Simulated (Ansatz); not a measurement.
Rocksalt alloy of MgO and ZnO (12 of 32 Mg sites exchanged), 64 atoms

Ansatz, PAW, plane waves. PBEsol relaxation of volume and atoms (shape held) at the single k point (¼, ¼, ¼) without its symmetry partners; single points on the relaxed atoms at the single k point (¼, ¼, ¼) without its symmetry partners, onto which points of the small cell's zone fold. Arrangement: clustered. No spin–orbit coupling unless named.

Relaxed structure:

```cif
data_structure
_symmetry_space_group_name_H-M 'P 1'
_symmetry_Int_Tables_number 1
_cell_length_a 8.4690
_cell_length_b 8.4690
_cell_length_c 8.4690
_cell_angle_alpha 90.000
_cell_angle_beta 90.000
_cell_angle_gamma 90.000
_cell_volume 607.43
loop_
_atom_site_label
_atom_site_type_symbol
_atom_site_fract_x
_atom_site_fract_y
_atom_site_fract_z
_atom_site_occupancy
O1 O 0.24999 0.99843 0.99791 1
O2 O 0.24803 0.00034 0.50182 1
O3 O 0.25059 0.50281 0.00014 1
O4 O 0.25053 0.50018 0.49929 1
O5 O 0.74998 0.99986 0.99819 1
O6 O 0.75270 0.00075 0.50211 1
O7 O 0.75023 0.49993 0.99792 1
O8 O 0.75037 0.50032 0.50193 1
O9 O 0.00039 0.25216 0.99812 1
O10 O 0.00038 0.25049 0.50191 1
O11 O 0.00237 0.74769 0.99965 1
O12 O 0.00005 0.75050 0.49902 1
O13 O 0.50029 0.25195 0.99819 1
O14 O 0.50077 0.25282 0.50223 1
O15 O 0.49792 0.74738 0.99763 1
O16 O 0.50026 0.74785 0.50182 1
O17 O 0.00017 0.99873 0.25086 1
O18 O 0.99990 0.00021 0.74730 1
O19 O 0.00284 0.50301 0.24949 1
O20 O 0.00019 0.50005 0.75027 1
O21 O 0.50012 0.99998 0.24983 1
O22 O 0.50032 0.00027 0.75032 1
O23 O 0.49833 0.50002 0.24942 1
O24 O 0.50045 0.49989 0.75045 1
O25 O 0.25074 0.25183 0.25166 1
O26 O 0.25036 0.24969 0.74686 1
O27 O 0.24752 0.74805 0.24947 1
O28 O 0.25031 0.75080 0.74964 1
O29 O 0.75053 0.25026 0.25119 1
O30 O 0.75004 0.24954 0.74682 1
O31 O 0.75192 0.75089 0.25141 1
O32 O 0.74998 0.75056 0.74673 1
Zn1 Zn 0.00028 0.00007 0.99927 1
Zn2 Zn 0.50009 0.99996 0.00002 1
Zn3 Zn 0.50045 0.00035 0.50039 1
Zn4 Zn 0.25042 0.25083 0.99930 1
Zn5 Zn 0.75027 0.25001 0.99931 1
Zn6 Zn 0.75017 0.74992 0.99913 1
Zn7 Zn 0.25006 0.00010 0.24971 1
Zn8 Zn 0.75013 0.00038 0.24961 1
Zn9 Zn 0.75070 0.50048 0.25017 1
Zn10 Zn 0.00055 0.25046 0.24998 1
Zn11 Zn 0.50037 0.25002 0.24982 1
Zn12 Zn 0.49975 0.75000 0.24959 1
Mg1 Mg 0.00013 0.00067 0.49867 1
Mg2 Mg 0.99975 0.49961 0.00058 1
Mg3 Mg 0.00022 0.50024 0.49912 1
Mg4 Mg 0.50111 0.49977 0.00101 1
Mg5 Mg 0.50063 0.50012 0.49904 1
Mg6 Mg 0.25086 0.24957 0.49876 1
Mg7 Mg 0.25054 0.75103 0.00046 1
Mg8 Mg 0.25065 0.75091 0.49886 1
Mg9 Mg 0.74998 0.24979 0.49839 1
Mg10 Mg 0.74960 0.75095 0.49859 1
Mg11 Mg 0.25035 0.00053 0.75030 1
Mg12 Mg 0.25049 0.49967 0.24926 1
Mg13 Mg 0.25047 0.50012 0.75003 1
Mg14 Mg 0.75006 0.00027 0.75057 1
Mg15 Mg 0.75019 0.50007 0.74997 1
Mg16 Mg 0.00018 0.24979 0.75026 1
Mg17 Mg 0.99946 0.75112 0.24863 1
Mg18 Mg 0.00001 0.75053 0.74992 1
Mg19 Mg 0.50047 0.24971 0.75041 1
Mg20 Mg 0.50039 0.75045 0.75019 1
```

What are the mean bond lengths by pair (pairs within 1.2 times the sum of covalent radii, less contacts 15 % beyond the pair's median; cation–cation pairs of compounds aside; long ionic contacts are cut short by that bound)?

Mg–O 2.111 ± 0.010 Å (standard deviation, 120 bonds); O–Zn 2.127 ± 0.009 Å (standard deviation, 72 bonds).

What gap lies between the top filled and the lowest empty level in the single points?

r²SCAN 4.34 eV (4.6 s on NVIDIA GB300). Away from Γ this isn't the crystal's band gap.
